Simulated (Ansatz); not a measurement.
Q: Each is relaxed and computed with DFT-LDA in the program Ansatz with PAW potentials. Which is the only one with a gap?
A) GePt, Pnma (Pt on 4c, Ge on 4c)
B) GeRh2, Pnma (Ge on 4c, Rh on 4c, Rh on 4c)
C) NiGe, Pnma (Ni on 4c, Ge on 4c)
D) GeS, Pnma (Ge on 4c, S on 4c)

A: D, GeS, Pnma (Ge on 4c, S on 4c). GeS: gap 0.70 eV (indirect); NiGe: metal; GeRh2: metal; GePt: metal. Standing as an ambient phase not checked: GeRh2, Pnma (Ge on 4c, Rh on 4c, Rh on 4c). Weakly bound layers, chains or molecules computed without a dispersion correction, so cells and soft constants are ill determined: GeS, Pnma (Ge on 4c, S on 4c). All cells were relaxed under the symmetry of their starts (and spin orders); stability against distortions was not tested throughout. Rows with no word on spin ran without spin polarisation. Scalar-relativistic: spin–orbit coupling is off unless named, which matters more the heavier the elements.

Potentials: the later of the program's two PAW sets.
